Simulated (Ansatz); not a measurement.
Si$_{2}$MoN$_{4}$:
Space group P6₃/mmc (No. 194); a = b = 2.887 Å, c = 20.832 Å, α = β = 90.00°, γ = 120.00°

```json
[
 {"atom": "Mo", "site": "2c", "symmetry": "-6m2", "x": "0.3333", "y": "0.6667", "z": "0.2500"},
 {"atom": "N", "site": "4f", "symmetry": "3m.", "x": "0.6667", "y": "0.3333", "z": "0.1903"},
 {"atom": "Si", "site": "4f", "symmetry": "3m.", "x": "0.6667", "y": "0.3333", "z": "0.1072"},
 {"atom": "N", "site": "4e", "symmetry": "3m.", "x": "0.0000", "y": "0.0000", "z": "0.0834"}
]
```

Relaxed with r²SCAN+D4.

Problem. Tabulate the valence density and the electron localisation function along the shortest Mo–N contact (2.08 Å), r²SCAN+D4 (plane waves, PAW; program Ansatz).

Solution. 

```
distance from Mo (Å)  density (e/Å³)   ELF
--------------------  --------------  ----
0.21                            6.48  0.44
0.31                            6.41  0.60
0.42                            5.83  0.70
0.52                            4.76  0.73
0.62                            3.49  0.70
0.73                            2.32  0.59
0.83                            1.46  0.41
0.94                            0.97  0.28
1.04                            0.79  0.28
1.14                            0.80  0.43
1.25                            0.95  0.67
1.35                            1.23  0.81
1.46                            1.67  0.83
1.56                            2.28  0.80
1.66                            2.95  0.68
1.77                            3.44  0.46
1.87                            3.60  0.20
```

The density is the valence pseudo-density with augmentation charge, so density and ELF within about 1 Å of a nucleus are not all-electron values.

Space group P6_3/mmc. The start of the workflow was typed in or built on a structure type; neither database checked (COD, Materials Project) lists it. Its standing as an ambient phase is unchecked. Symmetry was held in the r²SCAN+D4 relaxation; its stability against distortions is not shown here. The workflow began spin-polarised and lost its moments.

Potentials: the later of the program's two PAW sets.
